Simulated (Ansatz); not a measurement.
Level of theory: DFT PBE, scalar-relativistic, plane waves, PAW (Ansatz 0.2.0). All cells share a 420 eV cutoff and Γ-centred k meshes spaced at most about 0.3 Å⁻¹ (about 0.25 or finer for metals, 2π included). No spin polarisation in the final relaxations.

These are static total energies at zero pressure. All come from trial cells, and lower structures may exist.

Problem. Order these relaxed structures of TeMo5 by energy, lowest first, with the energy over the lowest of them.
A.

```cif
data_structure
_symmetry_space_group_name_H-M 'Cmmm'
_symmetry_Int_Tables_number 65
_cell_length_a 4.5311
_cell_length_b 9.7176
_cell_length_c 4.4872
_cell_angle_alpha 90.000
_cell_angle_beta 90.000
_cell_angle_gamma 90.000
_cell_volume 197.58
loop_
_atom_site_label
_atom_site_type_symbol
_atom_site_symmetry_multiplicity
_atom_site_Wyckoff_symbol
_atom_site_fract_x
_atom_site_fract_y
_atom_site_fract_z
_atom_site_occupancy
Te1 Te 2 c 0.50000 0.00000 0.50000 1
Mo1 Mo 2 a 0.00000 0.00000 0.00000 1
Mo2 Mo 4 i 0.50000 0.17213 0.00000 1
Mo3 Mo 4 j 0.00000 0.16695 0.50000 1
```

B.

```cif
data_structure
_symmetry_space_group_name_H-M 'F-43m'
_symmetry_Int_Tables_number 216
_cell_length_a 7.4437
_cell_length_b 7.4437
_cell_length_c 7.4437
_cell_angle_alpha 90.000
_cell_angle_beta 90.000
_cell_angle_gamma 90.000
_cell_volume 412.45
loop_
_atom_site_label
_atom_site_type_symbol
_atom_site_symmetry_multiplicity
_atom_site_Wyckoff_symbol
_atom_site_fract_x
_atom_site_fract_y
_atom_site_fract_z
_atom_site_occupancy
Te1 Te 4 a 0.00000 0.00000 0.00000 1
Mo1 Mo 4 d 0.25000 0.25000 0.75000 1
Mo2 Mo 16 e 0.87428 0.37428 0.87428 1
```

C.

```cif
data_structure
_symmetry_space_group_name_H-M 'P6/mmm'
_symmetry_Int_Tables_number 191
_cell_length_a 5.1177
_cell_length_b 5.1177
_cell_length_c 4.8031
_cell_angle_alpha 90.000
_cell_angle_beta 90.000
_cell_angle_gamma 120.000
_cell_volume 108.95
loop_
_atom_site_label
_atom_site_type_symbol
_atom_site_symmetry_multiplicity
_atom_site_Wyckoff_symbol
_atom_site_fract_x
_atom_site_fract_y
_atom_site_fract_z
_atom_site_occupancy
Te1 Te 1 a 0.00000 0.00000 0.00000 1
Mo1 Mo 3 g 0.50000 0.00000 0.50000 1
Mo2 Mo 2 c 0.33333 0.66667 0.00000 1
```

Solution. A (0 meV/atom), B (307 meV/atom), C (396 meV/atom). Forms: A Te and Mo ordered on bcc sites, Cmmm; B F-43m; C CaCu5 type, P6/mmm. Counting Mo atoms around Te (those within 1.25 times the shortest such distance or 1.15 times the sum of covalent radii; a plus sign parts nearer from farther groups): A has Te 8+6; B has Te 16; C has Te 6+12. Even the lowest lies +0.24 eV/atom against the elements.

These runs have no spin–orbit coupling, which can matter for Te. Cells relaxed within their symmetry can be saddle points. The Cmmm cell of TeMo5 came from shaking the P6/mmm one. Some structure types and database cells were kept out of the candidates from the start, so a known form may be missing.
